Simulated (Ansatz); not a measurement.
Os, DFT, PBEsol, all-electron PAW with datasets made for the crystal, scalar-relativistic (Ansatz 0.2.0), run on 1 thread of Arm Neoverse V2 on a shared host.

The geometry is COD entry 9017843, unchecked; take it as a test cell. The listed cell was then made from it by scaling, straining or moving an atom.

Command: `ansatz run input.yaml --threads 1 --pin off --max-ram 3072MiB --backend cpu --events-out ev --progress --plain --runs-dir out`

```yaml
crystal:
  lattice:
    - [2.6782863558, 0.0, 0.0]
    - [-1.339143178, 2.3194640228, 0.0]
    - [0.0, 0.0, 4.2315181138]
  atoms:
    - { symbol: Os, position: [0.3333333333, 0.6666666667, 0.25] }
    - { symbol: Os, position: [0.6666666667, 0.3333333333, 0.75] }
kpoints:
  mp_grid: { grid: [17, 17, 10] }
scf:
  occupations: { method: fermi_dirac, width: 0.08 }
hamiltonian:
  xc: pbesol
  pseudopotentials: { kind: all_electron, datasets: crystal }
output:
  forces: true
  stress: true
  eigenvalues: true
  efg: { contact_densities: true }
```

(1) How large is the problem that the program sets up?

(2) Estimate the wall time and the peak memory.

(3) And the same cell and mesh by PAW (frozen-core files), asked for forces, stress, eigenvalues, efg, on the same hardware?

Answers

(1) 198 irreducible k-points, 379 plane waves at Γ, 13 bands.

(2) 21 s of wall time for 8 SCF iterations, with a peak of 0.68 GiB. Times on shared machines scatter by tens of per cent.

(3) 4.7 s, peak memory 0.39 GiB.
